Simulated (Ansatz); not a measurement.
TiAs:
```
TiAs
1.0
    3.15230     0.00000     0.00000
    0.00000     3.15230     0.00000
    0.00000     0.00000     3.15230
Ti As
1 1
Direct
  0.00000   0.00000   0.00000
  0.50000   0.50000   0.50000
```

This is the PBEsol-relaxed structure.

Question: All from DFT-PBEsol in the program Ansatz with PAW potentials, unless another level is named. Estimate the electronic character.

Answer: metallic (no gap).

Question: What about the density of states at the Fermi level?

Answer: 1.3 states/eV per atom (mean over ±0.08 eV).

Question: Predict the gap with spin–orbit coupling.

Answer: none (metallic).

Space group Pm-3m (CsCl type). A made-up cell: these elements were put on the sites of a structure type; neither database checked (COD, Materials Project) lists it. COD files the formula under space group No. 194. Its standing as an ambient phase is unchecked. The cell was relaxed with PBEsol under the symmetry of its start. At this level the phase is mechanically unstable. The run is not spin-polarised. Spin–orbit coupling is left out wherever it is not named.

Potentials: the earlier of the program's two PAW sets. The files were generated under PBE; for other functionals the program regenerates the frozen cores, and for LDA and PBEsol the local potential too.
